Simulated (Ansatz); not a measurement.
What does Ansatz print for the nuclei with this input?

The cell is a Materials Project structure (computed, not necessarily an observed phase), atoms as given.

```yaml
crystal:
  lattice:
    - [13.55727124, 0.0, 0.0]
    - [0.0, 7.85233795, 0.0]
    - [0.0, 0.0, 6.44255851]
  atoms:
    - { symbol: Li, position: [0.0, 0.0, 0.0] }
    - { symbol: Li, position: [0.5, 0.0, 0.5] }
    - { symbol: Li, position: [0.0, 0.5, 0.0] }
    - { symbol: Li, position: [0.5, 0.5, 0.5] }
    - { symbol: Li, position: [0.73490443, 0.75, 0.99609752] }
    - { symbol: Li, position: [0.76509557, 0.25, 0.49609752] }
    - { symbol: Li, position: [0.26509557, 0.25, 0.00390248] }
    - { symbol: Li, position: [0.23490443, 0.75, 0.50390248] }
    - { symbol: Zn, position: [0.91253401, 0.75, 0.58978841] }
    - { symbol: Zn, position: [0.58746599, 0.25, 0.08978841] }
    - { symbol: Zn, position: [0.08746599, 0.25, 0.41021159] }
    - { symbol: Zn, position: [0.41253401, 0.75, 0.91021159] }
    - { symbol: Br, position: [0.91074097, 0.75, 0.21990851] }
    - { symbol: Br, position: [0.58925903, 0.25, 0.71990851] }
    - { symbol: Br, position: [0.08925903, 0.25, 0.78009149] }
    - { symbol: Br, position: [0.41074097, 0.75, 0.28009149] }
    - { symbol: Br, position: [0.57522522, 0.75, 0.75005687] }
    - { symbol: Br, position: [0.92477478, 0.25, 0.25005687] }
    - { symbol: Br, position: [0.42477478, 0.25, 0.24994313] }
    - { symbol: Br, position: [0.07522522, 0.75, 0.74994313] }
    - { symbol: Br, position: [0.83316667, 0.99329176, 0.75031149] }
    - { symbol: Br, position: [0.66683333, 0.00670824, 0.25031149] }
    - { symbol: Br, position: [0.16683333, 0.49329176, 0.24968851] }
    - { symbol: Br, position: [0.33316667, 0.50670824, 0.74968851] }
    - { symbol: Br, position: [0.16683333, 0.00670824, 0.24968851] }
    - { symbol: Br, position: [0.33316667, 0.99329176, 0.74968851] }
    - { symbol: Br, position: [0.83316667, 0.50670824, 0.75031149] }
    - { symbol: Br, position: [0.66683333, 0.49329176, 0.25031149] }
kpoints:
  mp_grid: { grid: [2, 4, 5] }
scf:
  occupations: { method: fermi_dirac, width: 0.02 }
hamiltonian:
  xc: pbe
  pseudopotentials: { kind: paw }
output:
  forces: true
  stress: true
  populations: true
  efg:
    quadrupole_moments_barn: { Li: -0.0401, Zn: 0.122, Br: 0.2579 }
    contact_densities: true
  write_density: true
  write_potential: true
  elf: true
  volumetric_format: npy
```

```sh
ansatz run input.yaml --threads 1 --pin off --max-ram 2560MiB --backend cpu --events-out ev --progress --plain --runs-dir out
```

Of the output, the block on the nuclei alone is shown; the set-up, the SCF iterations, energies, forces and stress are cut. One atom of each set with nearly equal values is shown.

```
--- PAW observables at the nuclei: V_zz in 10²¹ V/m², potentials from the cell's mean, atoms counted from 1 ---
  atom   1  Li V_zz =    +0.021502   η = 0.5788   by run symmetry: allowed   C_q = -0.0208 MHz
            electrostatic potential = -166.078612 V   contact ρ = 94.282854 e/Å³
  atom   5  Li V_zz =    +0.019838   η = 0.3682   by run symmetry: allowed   C_q = -0.0192 MHz
            electrostatic potential = -165.898342 V   contact ρ = 94.259645 e/Å³
  atom   9  Zn V_zz =    -1.205371   η = 0.4935   by run symmetry: allowed   C_q = -3.5558 MHz
            electrostatic potential = -3938.730289 V   contact ρ = 166599.702553 e/Å³
  atom  13  Br V_zz =   +25.601699   η = 0.0683   by run symmetry: allowed   C_q = +159.6520 MHz
            electrostatic potential = -4905.271502 V   contact ρ = 293238.191636 e/Å³
  atom  17  Br V_zz =   +19.062979   η = 0.3759   by run symmetry: allowed   C_q = +118.8766 MHz
            electrostatic potential = -4905.359615 V   contact ρ = 293239.159210 e/Å³
  atom  21  Br V_zz =   +19.834774   η = 0.2420   by run symmetry: allowed   C_q = +123.6895 MHz
            electrostatic potential = -4905.394130 V   contact ρ = 293239.582619 e/Å³
```
